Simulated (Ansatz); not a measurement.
**YTiGe: a fit and a missing row**

YTiGe, P4/nmm, a = 4.011 Å, c = 7.590 Å. The structure is a COD entry; whether it is the stable form wasn't checked. Ansatz: PBEsol, PAW, 420 eV, Γ-centred 10×10×6 mesh on 6 atoms, Gaussian smearing 0.10 eV; no spin polarisation. Shape and atoms are relaxed at each volume; pressure is positive in compression.

```tsv
V (Å³/atom)	P (GPa)
19.129	6.61
19.739	3.04
20.350	-0.01
20.960	-2.60
21.571	?
```

Task: Take V0 = 20.350 Å³/atom, count pressures from its P0 = -0.01 GPa, fit the third-order Birch–Murnaghan form to the other rows, and predict the missing pressure.

Result: With the Eulerian strain f = ½[(V0/V)^(2/3) − 1] and y = (P − P0)/[3f(1 + 2f)^(5/2)], the form is the line y = B0 + 1.5 B0 (B0′ − 4) f. Rows (f, y): 0.02106, 94.5; 0.01027, 94.1; -0.00975, 93.0. Means f = 0.007193, y = 93.867; Σ(Δf)² = 0.0004888, ΣΔfΔy = 0.02418; the slope is their ratio. y = 93.51 + 49.47 f GPa, so B0 = 93.5 GPa and B0′ = 4 + 2 × (49.47)/(3 × 93.51) = 4.35. At V = 21.571, f = -0.01905, y = 92.57 and P = -4.81 GPa. The run gave -4.78 GPa, so the fit is 0.03 GPa too low, a small miss on the scale of the series. The form still works here, 33 % of the fitted range beyond its end.